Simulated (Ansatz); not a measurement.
# Computed scan of one atom of the cell: ZnSe (zinc blende)

Relaxed ZnSe (zinc blende):

```yaml
crystal:
  lattice:
    - [0.00000, 2.83273, 2.83273]
    - [2.83273, 0.00000, 2.83273]
    - [2.83273, 2.83273, 0.00000]
  atoms:
    - { symbol: Se, position: [0.75000, 0.75000, 0.75000] }
    - { symbol: Zn, position: [0.00000, 0.00000, 0.00000] }
```

In each cell atom 1 (Se, nearest neighbour Zn at 2.453 Å; its periodic images, 4.0 Å or more away, move with it) moves by s·(1.000, 0.000, 0.000) (along Cartesian x), the rest being held.

Calculation: r2SCAN (plane waves to 500 eV, PAW, scalar-relativistic; Ansatz, a quantum-chemistry and plane-wave program). k mesh 8×8×8 (Γ-centred), Fermi-Dirac smearing 0.05 eV. The energy includes the smearing's −TS. Stress and pressure are positive under compression. F∥ is the force on the atom along that direction. ZnSe was relaxed with its symmetry unable to fall. ΔE is measured from the undisplaced structure.

| s (Å) | ΔE (meV/cell) | F∥ (eV/Å) | P (GPa) |
|---|---|---|---|
| -0.490 | 617 | 2.346 | 6.1 |
| -0.392 | 405 | 1.976 | 4.0 |
| -0.294 | 232 | 1.540 | 2.3 |
| -0.196 | 104 | 1.055 | 1.0 |
| -0.098 | 26 | 0.536 | 0.3 |
| 0.000 | 0 | 0.000 | 0.0 |
| 0.098 | 26 | -0.536 | 0.3 |
| 0.196 | 104 | -1.055 | 1.0 |
| 0.294 | 232 | -1.540 | 2.3 |
| 0.392 | 405 | -1.976 | 4.0 |
| 0.490 | 617 | -2.346 | 6.1 |

Derived quantities:

```
Property                                                                                                                                                     Result
-----------------------------------------------------------------  ------------------------------------------------------------------------------------------------
Energy at s = 0.490 Å                                                                                                                                  617 meV/cell
Force along the line at s = -0.490 Å                                                                                                                      2.35 eV/Å
Symmetry of the curve                                                                                                                 even: the same for both signs
Shape of the curve                                                                                   a single well with its minimum at or next to zero displacement
Force constant k = d²E/ds² at s = 0 (finite differences)                                                                                                 5.49 eV/Å²
Harmonic estimate at the end of the scan                           ½ks² = 660 meV/cell against the computed 617 meV/cell, so the well is softer than harmonic there
Zone-centre optical wavenumber from k (transverse: no LO-TO term)                                                                                          204 cm⁻¹
```

(For displaced atoms, the force is minus the slope of the energy, and its curvature is a force constant, which sets phonon frequencies.)
